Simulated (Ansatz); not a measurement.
LaF3 (space group P6_3/mmc)

```yaml
crystal:
  lattice:
    - [4.15905, 0.00000, 0.00000]
    - [-2.07952, 3.60184, 0.00000]
    - [0.00000, 0.00000, 7.34099]
  atoms:
    - { symbol: La, position: [0.66667, 0.33333, 0.75000] }
    - { symbol: La, position: [0.33333, 0.66667, 0.25000] }
    - { symbol: F, position: [0.33333, 0.66667, 0.91996] }
    - { symbol: F, position: [0.66667, 0.33333, 0.08004] }
    - { symbol: F, position: [0.66667, 0.33333, 0.41996] }
    - { symbol: F, position: [0.33333, 0.66667, 0.58004] }
    - { symbol: F, position: [0.00000, 0.00000, 0.25000] }
    - { symbol: F, position: [0.00000, 0.00000, 0.75000] }
```

This relaxed cell (volume V₀) is scaled evenly in all directions, its shape held. The atoms relax within the cell's symmetry.

Calculation: r2SCAN (plane waves to 500 eV, PAW, scalar-relativistic; Ansatz, an electronic-structure program). k mesh 9×9×5 (Γ-centred), Fermi-Dirac smearing 0.05 eV. Energies are smeared free energies. Stress and pressure are positive under compression. LaF3 is run without spin polarisation. LaF3 was relaxed with its symmetry unable to fall. This is one of several known forms of LaF3; the measured ambient cells at hand have space group No. 165. ΔE is measured from the relaxed starting cell.

```csv
V (Å³/atom),ΔE (eV/atom),P (GPa)
11.547,0.1851,(withheld)
11.987,0.1105,22.9
12.427,0.0582,15.5
12.866,0.0242,(withheld)
13.306,0.0057,(withheld)
13.746,0.0000,0.0
14.186,0.0050,-3.6
14.626,0.0190,-6.5
15.066,0.0404,-9.0
15.506,0.0680,-11.0
15.946,0.1006,-12.7
```

**Question.** Fill in the missing entries.

**Answer.** 
- 11.547, P (GPa): 31.7
- 12.866, P (GPa): 9.4
- 13.306, P (GPa): 4.3

(Under strain, the slope of the energy per volume gives the stress and its curvature an elastic modulus.)
